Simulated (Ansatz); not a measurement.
A generator proposed this cell of TaBr3F3.

```xyz
7
Lattice="5.3908 0.0000 0.0000 0.0000 5.3908 0.0000 0.0000 0.0000 5.3908" Properties=species:S:1:pos:R:3 pbc="T T T"
Ta    2.6954    2.6954    2.6954
Br    2.6954    0.0000    0.0000
Br    0.0000    2.6954    0.0000
Br    0.0000    0.0000    2.6954
F     2.6954    2.6954    0.0000
F     0.0000    2.6954    2.6954
F     2.6954    0.0000    2.6954
```

All numbers below come from DFT PBE, scalar-relativistic, plane waves, PAW in Ansatz. Plane waves to 420 eV, a k mesh through Γ of 4×4×4 on the computed 7-atom cell and Gaussian smearing (0.10 eV); no spin polarisation.

Energies over the elements count from the elements' standard structures at the same level (F₂ as a molecule), with no fitted energy shifts. The references include crystalline Br.

Question: How far from equilibrium is it?

Answer: The pressure is -8.2 GPa (it wants to contract), the largest force is 0.00 eV/Å (symmetry fixes the atoms), and the energy is +0.21 eV/atom against the elements. The shortest distance is 2.70 Å.

Question: Is it a good guess?

Answer: A fair one: relaxing gains about 0.13 eV/atom (the start's value is from the coarse mesh, so the gain is rough) in 9 ionic steps and ends at +0.08 eV/atom on the finer mesh. The symmetry stays Pm-3m (No. 221). The volume per atom shrinks by 18.9 %, from 22.4 to 18.2 Å³. The shortest distance goes from 2.70 Å (Br–F and Ta–F) to 2.51 Å (Br–F and Ta–F). Conventional cell: a = 5.027 Å. Ta is surrounded by 6 F at 2.51 Å and 12 Br at 3.55 Å; Br is surrounded by 4 F at 2.51 Å (long contacts); around F lie 2 Ta at 2.51 Å and 4 Br at 2.51 Å.

The last run used an 8×8×8 mesh for its 7-atom cell and Gaussian smearing of 0.10 eV. Spin–orbit coupling, which can matter for Ta, is left out. An odd number of electrons in the primitive cell allows no gap without spin; a larger cell or a magnetic state could open one. The cell is a metal run without spin; a magnetic state may lie lower. The reference form of Br is held partly by dispersion forces, which this level lacks. The relaxation can't lower the symmetry of the start, and the grade says only how near the guess is to its own end. Symmetry constrained the relaxation, so the result can be a saddle point.
